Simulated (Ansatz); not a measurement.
C (graphite type, space group P6_3/mmc)

```xyz
4
Lattice="2.4581 0.0000 0.0000 -1.2291 2.1288 0.0000 0.0000 0.0000 6.5649" Properties=species:S:1:pos:R:3 pbc="T T T"
C      0.0000     0.0000     1.6412
C      0.0000     0.0000     4.9236
C      0.0000     1.4192     1.6412
C      1.2291     0.7096     4.9236
```

This relaxed cell (volume V₀) is scaled evenly in all directions, its shape held. Symmetry pins the atoms to their sites.

The numbers are results of PBEsol-D3(BJ) (plane waves to 420 eV, PAW, scalar-relativistic; Ansatz, a program for electronic structure), not measurements. k mesh 15×15×5 (Γ-centred), Fermi-Dirac smearing 0.05 eV. E stands for the smeared free energy. Stress and pressure are positive under compression. With the shape held, the modulus is that of even scaling; a crystal free to change shape is softer. C was relaxed with its symmetry unable to fall. The PAW data are Ansatz's earlier set. The zero of ΔE is the relaxed starting cell. The last digit holds for this mesh only.

| V (Å³/atom) | ΔE (meV/atom) |
|---|---|
| 7.729 | 96.0 |
| 7.901 | 59.5 |
| 8.073 | 32.4 |
| 8.245 | withheld |
| 8.416 | 3.4 |
| 8.588 | 0.0 |
| 8.760 | 3.2 |
| 8.932 | 12.2 |
| 9.103 | 26.6 |
| 9.275 | 45.8 |
| 9.447 | 69.5 |

Q: Fit a third-order Birch-Murnaghan form (E₀, V₀, B₀, B₀′ free) to the given rows and predict ΔE at V = 8.245.

A: Least squares on the 10 given rows: ΔE = E₀ + (9V₀B₀/16)·y²·[2 + (B₀′ − 4)y], y = (V₀/V)^(2/3) − 1, with V₀ = 8.589 Å³/atom, B₀ = 302.4 GPa (160.2 GPa = 1 eV/Å³; the term in eV is multiplied by 1000), B₀′ = 3.75, E₀ = 0.07 meV/atom; root-mean-square residual 0.06 meV/atom. At 8.245 the fit gives 13.9 meV/atom; the calculation gives 13.9 meV/atom, the same to the digits shown. For the pressure the fit gives 13.3 GPa against the computed 13.4 GPa.

(Under strain, the slope of the energy per volume gives the stress and its curvature an elastic modulus.)
